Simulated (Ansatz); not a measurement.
Data:

Na₃Bi:
Space group P6₃/mmc (No. 194); a = b = 5.4134 Å, c = 9.6339 Å, α = β = 90.00°, γ = 120.00°

```json
[
 {"atom": "Na", "site": "4f", "symmetry": "3m.", "x": "0.6667", "y": "0.3333", "z": "0.0826"},
 {"atom": "Na", "site": "2b", "symmetry": "-6m2", "x": "0.0000", "y": "0.0000", "z": "0.2500"},
 {"atom": "Bi", "site": "2c", "symmetry": "-6m2", "x": "0.3333", "y": "0.6667", "z": "0.2500"}
]
```

This is the PBEsol-relaxed structure.

**Question.** All from PBEsol (plane waves, PAW; program Ansatz), unless another level is named. Estimate the formation energy from the elements (no fitted shifts).

**Answer.** -0.39 eV/atom.

**Question.** What about the HSE06 gap on the PBEsol cell?

**Answer.** 0.24 eV (a hybrid on a coarse mesh can open a false gap in a semimetal).

Space group P6_3/mmc. The workflow started from a Materials Project entry (that database holds measured and hypothetical structures alike); the Crystallography Open Database files this formula in space group No. 194, but the cells were not matched. Whether it is the stable phase at ambient conditions was not checked. The PBEsol relaxation kept the symmetry of its start; whether a distortion lowers the energy is not shown. Axis ratios of metals converge slowly with the k-mesh, so a and c are less sure than the volume. The references are the lowest solids computed at this level, not always the standard phases. Scalar-relativistic: spin–orbit coupling is off unless named, which matters more the heavier the elements.

Potentials: the later of the program's two PAW sets.
